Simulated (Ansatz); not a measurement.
Relaxed AlNi (CsCl type):

```
AlNi
1.0
    2.89266     0.00000     0.00000
    0.00000     2.89266     0.00000
    0.00000     0.00000     2.89266
Al Ni
1 1
Cartesian
  0.00000   0.00000   0.00000
  1.44633   1.44633   1.44633
```

Scan: atom 2 (Ni, nearest neighbour Al at 2.505 Å; its periodic images, 2.9 Å or more away, move with it) is displaced along Cartesian [111], direction (0.577, 0.577, 0.577) in Cartesian axes, by s. The other atoms stay.

Calculation: PBE (plane waves to 420 eV, PAW, scalar-relativistic; Ansatz, a program for electronic structure). k mesh 13×13×13 (Γ-centred), Fermi-Dirac smearing 0.05 eV. The energy includes the smearing's −TS. With partly filled bands, energies and forces of such displacements shift with the k mesh and the smearing. AlNi is run without spin polarisation. AlNi was relaxed with its symmetry unable to fall. The PAW data are Ansatz's earlier set. The zero of ΔE is the undisplaced structure. The last digit holds for this mesh only.

```csv
s (Å),ΔE (meV/cell)
-0.250,189.7
-0.200,118.3
-0.150,65.2
-0.100,28.6
-0.050,7.1
0.000,0.0
0.050,7.1
0.100,28.6
0.150,65.2
0.200,118.3
0.250,189.7
```

What force constant k = d²E/ds² at s = 0 does the table give?

5.7 eV/Å². It is the second difference of the nearest points, corrected with the next pair.

With k = 5.65 eV/Å² from the forces, is the well harmonic out to s = 0.250 Å?

½ks² = 177 meV/cell against the computed 190 meV/cell, so the well is stiffer than harmonic there.

(For displaced atoms, the force is minus the slope of the energy, and its curvature is a force constant, which sets phonon frequencies.)
